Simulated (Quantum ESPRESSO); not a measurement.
Kohn-Sham bands of MoSe$_{2}$ (P6₃/mmc, 2Ha stacking, metal over metal as in NbS2)

```
CELL_PARAMETERS angstrom
      3.32604     0.00000     0.00000
     -1.66302     2.88044     0.00000
      0.00000     0.00000    13.89686
ATOMIC_POSITIONS crystal
  Mo 0.00000 0.00000 0.25000
  Mo 0.00000 0.00000 0.75000
  Se 0.33333 0.66667 0.36895
  Se 0.66667 0.33333 0.63105
  Se 0.66667 0.33333 0.86895
  Se 0.33333 0.66667 0.13105
```

Materials Project entry mp-1018807; symmetrised, unrelaxed at this level. COD (Crystallography Open Database) has an entry of this formula and space group (matched by these alone). Method: LDA plane waves in Quantum ESPRESSO 7.5 (PseudoDojo norm-conserving files, 69 Ry, no spin polarisation, no spin-orbit coupling), Bloch states on a 6×6×4 mesh through Γ, Wannier90 4.0.1. Density: 12×12×4 mesh, cold smearing 0.01 Ry. The cell is built of weakly bound layers, chains or molecules, whose nearest atoms lie 4.12 Å apart. Database cells relaxed without dispersion often hold them too far apart, which can enlarge gaps and weakens couplings between them; spacing and stacking were not compared with the measured crystal. Spin-orbit coupling, left out, would split the p-like bands by a few tenths of an eV.

Problem. List the Kohn-Sham levels between −8 and 4.1 eV relative to the valence-band maximum at the high-symmetry points, as a band run of pw.x on that density gives them (levels within 2 meV counted together).

Solution. 
```
point  k (reciprocal lattice)                                                                                                                                       levels (eV)
-----  ----------------------  ------------------------------------------------------------------------------------------------------------------------------------------------
Γ           0.000 0.000 0.000               -5.94, -5.33, -2.77, -2.46 (×2), -2.45 (×2), -1.46 (×2), -1.46 (×2), -1.13, -0.79, 0.00, 2.53 (×2), 2.60 (×2), 2.80 (×2), 2.85 (×2)
M           0.500 0.000 0.000  -5.88, -5.85, -5.05, -4.83, -4.05, -4.04, -3.06, -3.03, -2.39, -1.73, -1.05, -1.01, -0.92, -0.82, 1.58, 1.60, 2.00, 2.03, 2.92, 3.49, 3.67, 3.89
K           0.333 0.333 0.000                          -5.25 (×2), -4.79, -4.67, -4.22 (×2), -3.60 (×2), -3.26, -3.02, -2.31 (×2), -0.27 (×2), 1.13, 1.15, 2.34 (×2), 2.77 (×2)
A           0.000 0.000 0.500                                                                  -5.67 (×2), -2.45 (×4), -2.10 (×2), -1.46 (×4), -0.21 (×2), 2.56 (×4), 2.83 (×4)
L           0.500 0.000 0.500                    -5.87 (×2), -4.95 (×2), -4.04 (×2), -3.04 (×2), -2.09 (×2), -0.96 (×2), -0.90 (×2), 1.58 (×2), 2.00 (×2), 3.15 (×2), 3.78 (×2)
H           0.333 0.333 0.500                    -5.26 (×2), -4.73 (×2), -4.20 (×2), -3.63 (×2), -3.14 (×2), -2.30 (×2), -0.27 (×2), 1.14 (×2), 2.24 (×2), 2.94 (×2), 3.98 (×2)
```
